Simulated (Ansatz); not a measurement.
BeNi:
```yaml
crystal:
  lattice:
    - [2.55463, 0.00000, 0.00000]
    - [0.00000, 2.55463, 0.00000]
    - [0.00000, 0.00000, 2.55463]
  atoms:
    - { symbol: Be, position: [0.00000, 0.00000, 0.00000] }
    - { symbol: Ni, position: [0.50000, 0.50000, 0.50000] }
```

Relaxed with LDA. Special points in fractions of this cell's reciprocal vectors: Γ (0.000, 0.000, 0.000); X (0.000, 0.500, 0.000); M (0.500, 0.500, 0.000); R (0.500, 0.500, 0.500).

### Question
List the band energies nearest the Fermi level at these points for DFT-LDA in the program Ansatz with PAW potentials.

### Answer
In eV from the Fermi level; about four levels below and three above (degenerate sets whole), none deeper than 8.9 eV; points with the same levels are listed once.

```
k                          below             above
-  -----------------------------  ----------------
Γ  -3.89 -3.89 -1.39 -1.39 -1.39    7.03 7.03 7.03
X        -3.43 -2.51 -2.51 -1.30  0.00 11.88 11.88
M  -2.26 -2.26 -2.09 -2.09 -0.79   5.15 6.36 12.13
R  -4.96 -4.96 -4.96 -0.74 -0.74    5.83 5.83 5.83
```

Space group Pm-3m (CsCl type). The workflow started from a Materials Project entry (that database holds measured and hypothetical structures alike); the Crystallography Open Database copy checked does not list it. With Be and Ni taken as one species the cell has the higher symmetry Im-3m, so it may be an ordered model of a mixed-site phase. Its standing as an ambient phase is unchecked. The cell was relaxed with LDA under the symmetry of its start; of distortions, only those at the zone centre were tested. The run is not spin-polarised.

Potentials: the later of the program's two PAW sets.
